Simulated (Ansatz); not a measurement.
One crystal and one scan (generalised stacking-fault energy along a line) at two levels, PBE (plane waves to 420 eV, PAW, scalar-relativistic; Ansatz, a program for electronic structure) and r2SCAN (plane waves to 500 eV, PAW, scalar-relativistic; Ansatz), each from its own relaxed cell and on its own mesh. The cell shown is that of PBE.

Generalised stacking fault of SiC (zinc blende) on the {111} plane, shuffle cut. The cell below holds the perfect crystal with the plane normal along z; tilting its third vector by the shift puts one fault into each cell, between planes 1.90 Å apart, at fixed cell height.

```
SiC
1.0
    3.09695     0.00000     0.00000
    1.54848     2.68204     0.00000
    0.00000     0.00000     7.58596
C Si
3 3
Direct
  0.66667   0.66667   0.87500
  0.33333   0.33333   0.20833
  0.00000   0.00000   0.54167
  0.00000   0.00000   0.79167
  0.66667   0.66667   0.12500
  0.33333   0.33333   0.45833
```

In-plane vectors a = (3.097, 0.000) Å, b = (1.548, 2.682) Å, area 8.31 Å². The shift is s times the vector a + b (length 5.364 Å), so s = 1 restores the start. Atoms relax along the normal only. γ = [E(shift) − E(0)] / area.

E is the zero-smearing estimate. SiC was relaxed with its symmetry unable to fall. As the smearing reaches across the gap at some points, the k mesh leaves noise in γ, roughly 0.02 J/m² as judged from a few cases. Faults lie only 7.5 Å apart, and holding the cell height raises γ above its relaxed value. Faults lie only 7.6 Å apart, and holding the cell height raises γ above its relaxed value. Both scans cover s from 0.000 to 0.917.

γ (J/m²), each from zero shift of its own level:

| s | PBE | r2SCAN |
|---|---|---|
| 0.000 | 0.00 | 0.00 |
| 0.083 | 0.63 | 0.69 |
| 0.167 | 2.45 | 2.71 |
| 0.250 | 4.59 | 5.05 |
| 0.333 | 5.55 | 6.13 |
| 0.417 | 4.84 | withheld |
| 0.500 | 3.80 | 4.20 |
| 0.583 | 3.48 | 3.87 |
| 0.667 | 3.60 | 4.03 |
| 0.750 | 3.17 | 3.54 |
| 0.833 | 1.87 | 2.07 |
| 0.917 | 0.54 | 0.60 |

Problem. Estimate the r2SCAN value at 0.417 from the PBE value there and the ratio of the two levels in the two nearest given rows on that side of the minimum.

Solution. At 0.500 and 0.333 the ratio r2SCAN/PBE averages 1.105, which gives 1.105 × 4.84 = 5.35 J/m². The calculation gives 5.32 J/m², +9.9 % against PBE.

(The slope of γ gives the shear force per area between the displaced halves; near zero shift its curvature is an elastic stiffness.)
